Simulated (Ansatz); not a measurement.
# Sb: all-electron results

```
Sb
1.0
    -1.50500    1.50500    2.48000
     1.50500   -1.50500    2.48000
     1.50500    1.50500   -2.48000
Sb
1
Direct
  0.00000 0.00000 0.00000
```

The cell comes from COD entry 9013010, which wasn't checked; take it as a given geometry.

No spin–orbit coupling, which matters for the heavy atoms here.

Theory: Ansatz 0.2.0, DFT, PBEsol, all-electron LAPW, scalar-relativistic.

The runs use a Γ-centred 19×19×19 k mesh, Fermi–Dirac smearing of 0.05 eV, basis error target 0.25 meV/atom, no spin polarisation.

```json
{
  "Pressure at this cell": "15.13 GPa",
  "Density of states at the Fermi level (0.2 eV bin)": "0.60 states/eV per cell",
  "Volume per atom": "22.47 Å³"
}
```

(1) Band gap: what does the calculation give?

(2) Give the computed value. Stress xx, yy, zz (compression positive).

Results:

(1) none: with an odd electron count and no spin polarisation the bands can't all be full, a metal in this set-up (spin order or a larger cell could open a gap).

(2) 15.80, 15.80, 13.80 GPa.
